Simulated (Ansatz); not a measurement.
**Mg2Ti3CrS8, one structure, two calculations**

Cell: a Materials Project structure (computed, not necessarily an observed phase).

Space group Cm (No. 8); a = 12.5527, b = 7.2429, c = 7.3873 Å, β = 124.59°.

```csv
site,Wyckoff,site symmetry,x,y,z
Mg1,2a,m,0.1255,0.0000,0.8768
Mg2,2a,m,0.8744,0.0000,0.1230
Ti3,2a,m,0.5000,0.0000,0.5001
Ti4,4b,1,0.2500,0.2500,0.4999
Cr,2a,m,0.5003,0.0000,0.0003
S7,2a,m,0.2633,0.0000,0.7426
S8,4b,1,0.5103,0.2267,0.2573
S9,2a,m,0.7411,0.0000,0.7234
S11,2a,m,0.2588,0.0000,0.2765
S12,4b,1,0.4895,0.2262,0.7427
S13,2a,m,0.7365,0.0000,0.2573
```

One atom of each set is listed; the run and its k-mesh use a cell of 14 atoms with edges of 7.25, 7.25, 7.39 Å.

First run. The numbers come from a DFT calculation in Ansatz (PBE, plane waves and PAW, scalar-relativistic, collinear spin, 420 eV cutoff, Γ-centred 5×5×5 k-points, Fermi–Dirac smearing 0.02 eV). Start moments as typed (μB): 1 on each Ti, 3 on each Cr, none on the rest.

```csv
site,V_zz (10²¹ V/m²),η,m (μB)
Mg1,0.080,0.30,0.01
Mg2,0.085,0.60,0.01
Ti3,-1.47,0.37,0.68
Ti4,-1.51,0.45,0.68
Cr,-0.87,0.08,2.91
S7,2.33,0.59,-0.03
S8,2.37,0.56,-0.03
S9,0.51,0.02,-0.01
S11,0.52,0.04,-0.01
S12,2.37,0.56,-0.03
S13,2.34,0.59,-0.03
```

Second run. The same atoms and settings, except that the mesh is 6×6×6 and the Fermi–Dirac smearing is 0.05 eV.

Task: Given the first result, estimate the second.

Result: 

| site | V_zz | η | change of V_zz | m (μB) |
| --- | --- | --- | --- | --- |
| Mg1 | 0.082 | 0.29 | 0.00 | 0.01 |
| Mg2 | 0.087 | 0.59 | 0.00 | 0.01 |
| Ti3 | -1.44 | 0.32 | +0.03 | 0.66 |
| Ti4 | -1.49 | 0.41 | +0.02 | 0.66 |
| Cr | -0.83 | 0.08 | +0.04 | 2.90 |
| S7 | 2.33 | 0.58 | 0.00 | -0.03 |
| S8 | 2.36 | 0.55 | -0.01 | -0.03 |
| S9 | 0.50 | 0.02 | -0.01 | -0.01 |
| S11 | 0.50 | 0.05 | -0.02 | -0.01 |
| S12 | 2.37 | 0.55 | 0.00 | -0.03 |
| S13 | 2.33 | 0.58 | -0.01 | -0.03 |

The largest change of V_zz is on Cr, from -0.87 to -0.83.

Semilocal functionals can leave a metal where correlation in the d or f shell opens a gap in the real compound, and that would change the values at and beside Cr and Ti. All moments are parallel here, as the start or the cell imposes; many such compounds order antiparallel, where fields and spin densities carried over to other atoms largely cancel. The magnetic order is the one that the run reached from its start moments, not necessarily the measured one.
